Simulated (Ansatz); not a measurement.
**Structure relaxation, HfO2**

The start is a relaxed HfO2 cell, doubled along one cell vector, shaken by Gaussian noise of σ = 0.08 Å a coordinate. The cell and all atomic positions are relaxed at zero pressure with r2SCAN (plane waves to 500 eV, PAW, scalar-relativistic; Ansatz, a quantum-chemistry and plane-wave program). The first steps use a coarse 4×7×5 k-mesh.

Starting cell:
```
HfO2
1.0
    7.15395     0.00000     0.00000
    0.00000     3.57698     0.00000
    0.00000     0.00000     5.20360
Hf O
4 8
Direct
  0.00662   0.97729   0.95149
  0.51456   0.97399   0.00031
  0.24834   0.50398   0.51283
  0.74392   0.48393   0.48231
  0.01994   0.48552   0.19218
  0.50891   0.48006   0.19052
  0.98602   0.49445   0.68126
  0.48997   0.52850   0.66851
  0.24457   0.02869   0.28764
  0.74254   0.01461   0.32484
  0.25898   0.96230   0.79292
  0.74057   0.96159   0.81953
```

**Question.** What pressure does the first self-consistent step give?

**Answer.** +8.3 GPa (positive: the cell is compressed).

**Question.** Which atoms feel the largest initial force, and how large is it?

**Answer.** 4.74 eV/Å, on Hf1 (atoms numbered as listed).

**Question.** How much energy is released per atom?

**Answer.** 0.17 eV/atom.

**Question.** Is the parent structure recovered?

**Answer.** It returns to the parent structure, P4₂/nmc (No. 137).

**Question.** How do the shortest distances between atoms change?

**Answer.** The closest pairs of elements (up to four, under 3.6 Å), start → end: Hf–O 1.87 → 2.06 Å; O–O 2.35 → 2.59 Å; Hf–Hf 3.33 → 3.58 Å.

The end point of the relaxation:

Space group P4₂/nmc, origin choice 1 (No. 137); a = 3.577 Å, b = 3.577 Å, c = 5.204 Å, α = 90.00°, β = 90.00°, γ = 90.00°

| atom | site | symmetry | x | y | z |
|---|---|---|---|---|---|
| Hf | 2b | -4m2 | 0.0000 | 0.0000 | 0.5000 |
| O | 4d | 2mm. | 0.5000 | 0.0000 | 0.1961 |

Final values are on a 9×9×7 k-mesh of the relaxed cell. No spin polarisation in the result.
